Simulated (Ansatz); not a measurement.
Consider the following.

LaC2:
Space group Immm (No. 71); a = 3.9491 Å, b = 4.7681 Å, c = 5.3137 Å, α = 90.00°, β = 90.00°, γ = 90.00°

| atom | site | symmetry | x | y | z |
|---|---|---|---|---|---|
| La | 2a | mmm | 0.0000 | 0.0000 | 0.0000 |
| C | 4h | m2m | 0.0000 | 0.1350 | 0.5000 |
(The calculation used a cell of 3 atoms; values per cell refer to that cell.)

This is the LDA-relaxed structure.

Problem. All from LDA in the plane-wave PAW code Ansatz, unless another level is named. Estimate the bulk modulus (Birch–Murnaghan fit).

Solution. 101 GPa.

Problem. What about the highest zone-centre frequency?

Solution. 1674 cm⁻¹.

The first step of the workflow began from a Materials Project structure, measured or hypothetical; the Crystallography Open Database copy checked does not list it. COD files the formula under space group No. 139. Whether it is the stable phase at ambient conditions was not checked. The cell was relaxed with LDA under the symmetry of its start; whether a distortion lowers the energy is not shown. As this level gives no gap, phonon frequencies hold no LO–TO term and depend on the k-mesh and smearing (Fermi–Dirac, 0.1 eV here). Spin–orbit coupling is left out wherever it is not named.

Potentials: the later of the program's two PAW sets.
